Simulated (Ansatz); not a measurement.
A distorted cell of CsPbBr₃ (cubic perovskite):

```
CsPbBr3
1.0
    5.93781     0.00000     0.00000
    0.00000     5.93781     0.00000
    0.00000     0.00000     5.93781
Cs Pb Br
1 1 3
Cartesian
  0.00000   0.00000   0.00000
  2.96891   2.96891   2.96891
  0.00000   2.96891   2.96891
  3.30954   3.30954   0.34064
  2.96891   0.00000   2.96891
```

Method: r2SCAN (plane waves to 500 eV, PAW, scalar-relativistic; Ansatz, an electronic-structure program). k mesh 5×5×5 (Γ-centred), Fermi-Dirac smearing 0.05 eV. The energy includes the smearing's −TS. Compression counts positive. CsPbBr3 was relaxed with its symmetry unable to fall. Spin-orbit coupling is left out, though Pb is heavy. The PAW data are Ansatz's earlier set. This is a high-temperature form of CsPbBr3.

Q: What forces act on the atoms (eV/Å, Cartesian)?

A: 
| atom | Fx | Fy | Fz |
|---|---|---|---|
| Cs1 | 0.019 | 0.019 | 0.020 |
| Pb2 | -0.020 | -0.020 | 0.882 |
| Br3 | 0.113 | -0.025 | 0.111 |
| Br4 | -0.088 | -0.088 | -1.125 |
| Br5 | -0.025 | 0.113 | 0.111 |

Q: What is the stress tensor (GPa)?

A: 
```
   0.41     0.06     0.08
   0.06     0.41     0.08
   0.08     0.08     1.43
```
The pressure, a third of the trace, is 0.75 GPa.

Q: In it atom 4 sits (0.341, 0.341, 0.341) Å away from its relaxed site. What is its energy relative to the relaxed cell?

A: 184.1 meV/cell.

(For displaced atoms, the force is minus the slope of the energy, and its curvature is a force constant, which sets phonon frequencies.)
